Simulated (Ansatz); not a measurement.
Consider the following.

Ga2O3:
```
CELL_PARAMETERS angstrom
      6.13940     1.52370     0.00000
     -6.13940     1.52370     0.00000
     -1.37692     0.00000     5.64419
ATOMIC_POSITIONS crystal
  Ga 0.34125 0.65875 0.68554
  Ga 0.65875 0.34125 0.31446
  Ga 0.90955 0.09045 0.20471
  Ga 0.09045 0.90955 0.79529
  O  0.50375 0.49625 0.74406
  O  0.49625 0.50375 0.25594
  O  0.82678 0.17322 0.43724
  O  0.17322 0.82678 0.56276
  O  0.16525 0.83475 0.10946
  O  0.83475 0.16525 0.89054
```

This is the PBEsol-relaxed structure. Cartesian axes are those of the cell as given.

Q: All from PBEsol (plane waves, PAW; program Ansatz), unless another level is named. Give the Poisson's ratio.

A: 0.31.

Q: Give the elastic constants (relaxed ions, GPa).

A: C11 = 223, C22 = 332, C33 = 327, C12 = 117, C13 = 130, C23 = 79.9, C44 = 51.8, C55 = 65.9, C66 = 91.7, C15 = -17.4, C25 = 11.6, C35 = 7.6, C46 = 18.4.

Space group C2/m. The PBEsol relaxation kept the symmetry of its start.

Potentials: the earlier of the program's two PAW sets. The files were generated under PBE; for other functionals the program regenerates the frozen cores, and for LDA and PBEsol the local potential too.
